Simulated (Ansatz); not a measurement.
MoS₂ in space group P6_3/mmc (No. 194; Mo on 2b, S on 4f) under volume change, DFT-r²SCAN+D4 in the program Ansatz with PAW potentials, shape and atoms relaxed at each volume.

| V (Å³/atom) | E − E(relaxed) (meV/atom) | P (GPa) |
|---|---|---|
| 16.680 | 22.4 | 5.20 |
| 17.230 | 8.7 | 2.92 |
| 17.780 | 1.9 | 1.19 |
| 18.330 | 0.0 | 0.00 |
| 18.880 | [?] | [?] |
| 19.430 | 4.8 | -1.14 |
| 19.980 | [?] | [?] |

Some entries are withheld; supply them.


- 18.880, E − E(relaxed) (meV/atom): 1.4
- 18.880, P (GPa): -0.76
- 19.980, E − E(relaxed) (meV/atom): 9.3
- 19.980, P (GPa): -1.39

What does a third-order Birch–Murnaghan fit give for V₀, B₀ and B′?

V₀ = 18.34 Å³/atom, B₀ = 31.2 GPa, B′ = 13.3.

The first step of the workflow began from a Materials Project structure, measured or hypothetical. Its sites differ from those of the usual phase in this space group: another stacking or structure type. Symmetry was held in the r²SCAN+D4 relaxation; phonons on a q-mesh show no instability. No spin polarisation was allowed.

Potentials: the earlier of the program's two PAW sets.
